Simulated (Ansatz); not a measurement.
Cr₃C₂:
```cif
data_C4Cr6
_chemical_formula_sum 'Cr6 C4'
_space_group_name_H-M_alt 'P 1'
_space_group_IT_number 1
_cell_length_a 4.76585
_cell_length_b 4.76585
_cell_length_c 6.82969
_cell_angle_alpha 90.000
_cell_angle_beta 90.000
_cell_angle_gamma 145.992
loop_
_space_group_symop_operation_xyz
  'x, y, z'
loop_
_atom_site_label
_atom_site_type_symbol
_atom_site_fract_x
_atom_site_fract_y
_atom_site_fract_z
_atom_site_occupancy
Cr1 Cr 0.59926 0.40074 0.25000 1
Cr2 Cr 0.40074 0.59926 0.75000 1
Cr3 Cr 0.85676 0.14324 0.43006 1
Cr4 Cr 0.14324 0.85676 0.56994 1
Cr5 Cr 0.14324 0.85676 0.93006 1
Cr6 Cr 0.85676 0.14324 0.06994 1
C1 C 0.24643 0.75357 0.25000 1
C2 C 0.75357 0.24643 0.75000 1
C3 C 0.50000 0.50000 0.50000 1
C4 C 0.50000 0.50000 0.00000 1
```

This is the PBEsol-relaxed structure.

Question: All from DFT-PBEsol in the program Ansatz with PAW potentials, unless another level is named. Estimate the electronic character.

Answer: metallic (no gap).

Question: Predict the density of states at the Fermi level.

Answer: 0.66 states/eV per atom (mean over ±0.08 eV).

Question: Give the formation energy from the elements (no fitted shifts).

Answer: -173 meV/atom.

Space group Cmcm. The first step of the workflow began from a Materials Project structure, measured or hypothetical; the Crystallography Open Database copy checked does not list it. COD files the formula under space group No. 62. Whether it is the stable phase at ambient conditions was not checked. The cell was relaxed with PBEsol under the symmetry of its start; whether a distortion lowers the energy is not shown. No spin polarisation was allowed. The references are the lowest solids computed at this level, not always the standard phases.

Potentials: the later of the program's two PAW sets.
